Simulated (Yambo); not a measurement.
```
CELL_PARAMETERS angstrom
      4.92022     0.00000     0.00000
     -2.46011     4.26104     0.00000
      0.00000     0.00000     8.76521
ATOMIC_POSITIONS crystal
  Na 0.00000 0.00000 0.25000
  Na 0.00000 0.00000 0.75000
  Na 0.33333 0.66667 0.58022
  Na 0.66667 0.33333 0.41978
  Na 0.66667 0.33333 0.08022
  Na 0.33333 0.66667 0.91978
  P  0.33333 0.66667 0.25000
  P  0.66667 0.33333 0.75000
```

Na3P (space group P6_3/mmc, No. 194): mean Im ε in 1 eV windows above the direct gap of 1.09 eV, for different electron-hole kernels (Yambo, broadening 0.15 eV, PBEsol (Quantum ESPRESSO, PseudoDojo norm-conserving, 88 Ry, scalar-relativistic) bands; 6×6×2 mesh, 6 valence and 13 conduction bands, static screening with 100 bands and a 3 Ry block, scissor 0.65 eV, Tamm-Dancoff; field along x).

```json
[
 {"window (eV)": "1.1 to 2.1", "independent quasiparticles": "5.4", "RPA (no attraction)": "5.3", "BSE": "5.0"},
 {"window (eV)": "2.1 to 3.1", "independent quasiparticles": "5.1", "RPA (no attraction)": "4.0", "BSE": "9.1"},
 {"window (eV)": "3.1 to 4.1", "independent quasiparticles": "9.5", "RPA (no attraction)": "8.1", "BSE": "6.4"},
 {"window (eV)": "4.1 to 5.1", "independent quasiparticles": "6.9", "RPA (no attraction)": "4.7", "BSE": "5.5"},
 {"window (eV)": "5.1 to 6.1", "independent quasiparticles": "7.0", "RPA (no attraction)": "4.6", "BSE": "5.1"},
 {"window (eV)": "6.1 to 7.1", "independent quasiparticles": "3.3", "RPA (no attraction)": "4.5", "BSE": "2.7"}
]
```

This run doesn't resolve bound excitons or single peaks, so only averages are given, and they too depend on the mesh; weight that the attraction moves below the gap isn't listed. All transitions below 8.51 eV are in the band window. The scissor comes from a G0W0 run whose convergence isn't established.

Geometry of the Materials Project entry, not relaxed at this level.
